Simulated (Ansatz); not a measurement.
The elements of this relaxed trial crystal are hidden behind letters.

```
lattice vectors (Å)
   4.4437    0.0000    0.0000
   0.0000    4.4437    0.0000
   0.0000    0.0000    4.4437
fractional positions
X 0.0000 0.0000 0.0000
Z 0.0000 0.5000 0.5000
Z 0.5000 0.0000 0.5000
Z 0.5000 0.5000 0.0000
Q 0.5000 0.5000 0.5000
```

Computed with DFT PBE, scalar-relativistic, plane waves, PAW (Ansatz). Plane waves to 420 eV, an 8×8×8 mesh through Γ for the 5-atom cell and 0.10 eV Gaussian smearing; no spin polarisation.

- Space group: Pm-3m (No. 221)
- Conventional cell: a = 4.444 Å
- Volume per atom: 17.55 Å³
- Density: 7.74 g/cm³
- Formation energy: −0.36 eV/atom
- Gap on the 8×8×8 mesh of the 5-atom cell: 0 eV (a metal)

Energies are uncorrected and count from the elements' standard states at the same level.

Question: X is a lanthanide, Z is a p-block element of period 4 and Q is a p-block element of period 2. Which elements are they?

Answer: X = Lu, Z = Ge, Q = O, so the formula is LuGe3O, here in the antiperovskite type. Density times volume gives a mean mass of 7.74 × 17.55/1.6605 = 81.8 u per atom, and this set has 81.8 u. Around Lu lie 12 Ge at 3.14 Å; around Ge lie 2 O at 2.22 Å, 4 Lu at 3.14 Å and 8 Ge at 3.14 Å; O is surrounded by 6 Ge at 2.22 Å. Other sets within the hints have nearly the same mass, so mass alone doesn't settle it; this one was computed.

The cell is a metal run without spin; a magnetic state may lie lower. A structure relaxed within its symmetry needn't be a true minimum. Another cell of LuGe3O relaxed alike, in P4/mmm, lies 0.44 eV/atom lower, so this cell isn't the stable form at this level.
